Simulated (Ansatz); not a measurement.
The cell below belongs to a search over invented structures; it isn't taken from experiment.

Input and command of a plane-wave DFT calculation in Ansatz:

```yaml
crystal:
  lattice:
    - [0.0, 5.222, 5.222]
    - [5.222, 0.0, 5.222]
    - [5.222, 5.222, 0.0]
  atoms:
    - { symbol: Sc, position: [0.0, 0.0, 0.0] }
    - { symbol: Fe, position: [0.5, 0.5, 0.5], spin: 4.0 }
    - { symbol: C, position: [0.80639602, 0.19360398, 0.19360398] }
    - { symbol: C, position: [0.19360398, 0.80639602, 0.19360398] }
    - { symbol: C, position: [0.19360398, 0.19360398, 0.80639602] }
    - { symbol: C, position: [0.19360398, 0.80639602, 0.80639602] }
    - { symbol: C, position: [0.80639602, 0.19360398, 0.80639602] }
    - { symbol: C, position: [0.80639602, 0.80639602, 0.19360398] }
    - { symbol: "N", position: [0.69436997, 0.30563003, 0.30563003] }
    - { symbol: "N", position: [0.30563003, 0.69436997, 0.30563003] }
    - { symbol: "N", position: [0.30563003, 0.30563003, 0.69436997] }
    - { symbol: "N", position: [0.30563003, 0.69436997, 0.69436997] }
    - { symbol: "N", position: [0.69436997, 0.30563003, 0.69436997] }
    - { symbol: "N", position: [0.69436997, 0.69436997, 0.30563003] }
basis:
  ecutwfc: 420
kpoints:
  mp_grid: { grid: [4, 4, 4] }
hamiltonian:
  xc: pbe
scf:
  occupations: { method: gaussian, width: 0.1 }
  lower_state_search: "off"
output:
  forces: true
  stress: true
  eigenvalues: true
  populations: true
magnetization:
  spin_polarized: true
relax:
  adjacent_minimum: "off"
  f_tol: 0.04
  max_steps: 70
  cell: { stress_tol: 0.4 }
```

```bash
ansatz run input.yaml --threads 1 --pin off --max-ram 2560MiB --backend cpu --events-out ev --progress --plain --runs-dir out
```

Processor: Arm Neoverse N1, 1 thread, on a host shared with other jobs.

Q: Estimate time, memory and problem size.

A: About 5.7 min, peak memory 0.8 GiB. It solves 57 bands at 8 k points (after reduction by symmetry) with about 6735 plane waves (on the last cell), in 69 SCF iterations over 7 ionic steps.
